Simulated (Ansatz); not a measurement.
**Data sheet: BeAlNO (DFT)**

BeAlNO:
```xyz
4
Lattice="2.9798 0.0000 0.0000 -1.4899 2.5806 0.0000 0.0000 0.0000 4.6503" Properties=species:S:1:pos:R:3 pbc="T T T"
Al     0.0000     1.7204     2.3778
Be     1.4899     0.8602     4.6066
O      0.0000     1.7204     0.5334
N      1.4899     0.8602     2.9454
```

Space group P3m1 (No. 156); conventional cell a = b = 2.980 Å, c = 4.650 Å, α = β = 90.00°, γ = 120.00°.

Method: r²SCAN in the plane-wave PAW code Ansatz. Structure relaxed to zero pressure with the same functional. Other levels are named where they apply.

**Cell and energy**

- Volume per atom = 8.94 Å³
- Density = 3.06 g/cm³
- Formation energy from the elements (no fitted shifts) = -2.12 eV/atom

**Electronic structure**

* **Band gap**: 5.21 eV (direct)
* **Valence-band maximum**: at Γ
* **Conduction-band minimum**: at Γ
* **Electron effective mass**: 0.40, 0.40, 0.47 mₑ (principal values)
* **Hole effective mass, band 1 of 2 at the edge**: 3.3 along x, 9.5 along z (mₑ)
* **Hole effective mass, band 2 of 2 at the edge**: 0.35 along x, 9.5 along z (mₑ)
* **HSE06 gap on the r²SCAN cell**: 6.03 eV

**Mechanics**

* **Bulk modulus (Birch–Murnaghan fit)**: 201 GPa
* **Pressure derivative B′**: 3.7
* **Elastic constants (relaxed ions, GPa)**: C11 = 364, C12 = 145, C13 = 101, C14 = -26.1, C33 = 388, C44 = 109
* **Mechanical stability**: stable (all eigenvalues of C positive)
* **Hill bulk and shear moduli**: 201 and 113 GPa
* **Young's modulus**: 285 GPa
* **Poisson's ratio**: 0.26
* **Debye temperature from the elastic constants**: 968 K
* **Piezoelectric stress constants (proper, relaxed ions, C/m²)**: e15 = e24 = -0.69, e16 = e21 = -1.54, e22 = 1.54, e31 = e32 = 0.29, e33 = -1.33

**Charges**

- Bader charges = Al +2.51, Be +1.76, O -1.77, N -2.50 e

The start of the workflow was typed in or built on a structure type; neither database checked (COD, Materials Project) lists it. Whether it is the stable phase at ambient conditions was not checked. The r²SCAN relaxation kept the symmetry of its start; its stability against distortions is not shown here. Signs of piezoelectric constants follow the polarity of the cell as given. The references are the lowest solids computed at this level, not always the standard phases (solids in place of the gases).

Potentials: the earlier of the program's two PAW sets. The files were generated under PBE; for other functionals the program regenerates the frozen cores, and for LDA and PBEsol the local potential too.
